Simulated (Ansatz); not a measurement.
Rocksalt SnTe, relaxed with r2SCAN in the plane-wave code Ansatz: it is cubic, Fm-3m (No. 225); a = 6.379 Å in the conventional setting, 32.44 Å³ an atom. Sn is surrounded by 6 Te at 3.19 Å; Te is surrounded by 6 Sn at 3.19 Å. The cell was then strained (x, y and z are the cube axes), with the atoms relaxed again; stress is positive in compression. Spin-unpolarised throughout; all numbers are computed.

- Uniaxial +1.0 % along x, other directions held: r2SCAN's stress changes by -1.17 GPa along the strain and -0.04 GPa across it.
- Isotropic -1.0 % on every length: the pressure changes by +1.40 GPa.
- Epitaxial strain of -1.0 % in the (001) plane: the free normal strain is +0.06 % and the in-plane stress changes by +1.35 GPa.

Problem. Estimate C₁₁, C₁₂ and the bulk modulus from the uniaxial step.

Solution. With compression positive, C₁₁ ≈ −Δσ∥/ε = (+1.17)/(+0.0100) = 117 GPa and C₁₂ ≈ (+0.04)/(+0.0100) = 4 GPa; B = (C₁₁ + 2C₁₂)/3 = 42 GPa. A one-sided step carries third-order terms: it reads low by some per cent.

Problem. What bulk modulus does the isotropic step give?

Solution. Δ ln V = 3 ln(0.9900) = -0.0302, so B ≈ −ΔP/Δ ln V = 46 GPa, against 42 GPa from C₁₁ and C₁₂; one-sided steps of finite size carry third-order terms.

Problem. What do the film's normal strain and stress say about the elastic constants?

Solution. ε⊥/ε∥ = (+0.0006)/(-0.0100) = -0.06, which linear elasticity sets to −2C₁₂/C₁₁ = -0.07 from the uniaxial step. The biaxial modulus is M = −Δσ/ε∥ = 135 GPa (C₁₁ + C₁₂ − 2C₁₂²/C₁₁ = 121 GPa).

Problem. How much elastic energy does the film store, with 32.44 Å³ an atom?

Solution. u = M ε∥² = −Δσ ε∥ = -1.35 × (-0.0100) = 0.0135 GPa, and 1 GPa Å³ is 6.2415 meV: 2.73 meV an atom.
